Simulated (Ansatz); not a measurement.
GeMo$_{2}$C in space group P6_3/mmc (No. 194; Ge on 2d, Mo on 4f, C on 2a) at seven volumes, the program Ansatz at the PBE level (PAW), shape and atoms relaxed at each. One row is withheld.

```tsv
V (Å³/atom)	P (GPa)
12.221	24.60
12.624	?
13.027	6.86
13.430	0.00
13.833	-5.77
14.236	-10.58
14.639	-14.60
```

**Question.** Fit the shown pressures and predict the withheld one.

**Answer.** P = (3/2)B₀(x^(7/2) − x^(5/2))[1 + (3/4)(B′ − 4)(x − 1)] with x = (V₀/V)^(2/3). Least squares on the six rows gives V₀ = 13.430 Å³/atom, B₀ = 208 GPa, B′ = 4.76. At V = 12.624, x = 1.0421 and P = 14.92 GPa. The run itself gave 14.94 GPa.

The start of the workflow was typed in or built on a structure type; neither database checked (COD, Materials Project) lists it. Its standing as an ambient phase is unchecked. The cell was relaxed with PBE under the symmetry of its start; whether a distortion lowers the energy is not shown. The run is not spin-polarised.

Potentials: the earlier of the program's two PAW sets.
